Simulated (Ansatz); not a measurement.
Starting cell, CuI (zinc blende):

```yaml
crystal:
  lattice:
    - [0.00000, 3.03967, 3.03967]
    - [3.03967, 0.00000, 3.03967]
    - [3.03967, 3.03967, 0.00000]
  atoms:
    - { symbol: I, position: [0.75000, 0.75000, 0.75000] }
    - { symbol: Cu, position: [0.00000, 0.00000, 0.00000] }
```

Scan: atom 1 (I, nearest neighbour Cu at 2.632 Å; its periodic images, 4.3 Å or more away, move with it) is displaced along Cartesian [110], direction (0.707, 0.707, 0.000) in Cartesian axes, by s. The other atoms stay.

Calculation: PBE (plane waves to 420 eV, PAW, scalar-relativistic; Ansatz, an electronic-structure program). k mesh 8×8×8 (Γ-centred), Fermi-Dirac smearing 0.05 eV. Energies are smeared free energies. CuI is run without spin polarisation. CuI was relaxed with its symmetry unable to fall. Spin-orbit coupling is left out, though I is heavy. The zero of ΔE is the undisplaced structure.

| s (Å) | ΔE (meV/cell) |
|---|---|
| -0.790 | 1448 |
| -0.632 | 771 |
| -0.474 | 361 |
| -0.316 | withheld |
| -0.158 | 30 |
| 0.000 | 0 |
| 0.158 | 30 |
| 0.316 | withheld |
| 0.474 | 361 |
| 0.632 | 771 |
| 0.790 | 1448 |

Task: Fit an even polynomial form (powers 2, 4, 6) to the given rows and predict ΔE at s = 0.316.

Result: Least squares on the 9 given rows: ΔE = (1163)·s² + (2043)·s⁴ + (-301.1)·s⁶, in meV/cell with s in Å; root-mean-square residual 0.3 meV/cell. At 0.316 the fit gives 136 meV/cell; the calculation gives 137 meV/cell, so the interpolation is off by -1 (-0.7 %). The quadratic term alone would give 116 meV/cell.

(A displaced cell: forces are minus the slopes of the energy, force constants its curvatures, and phonons follow from these.)
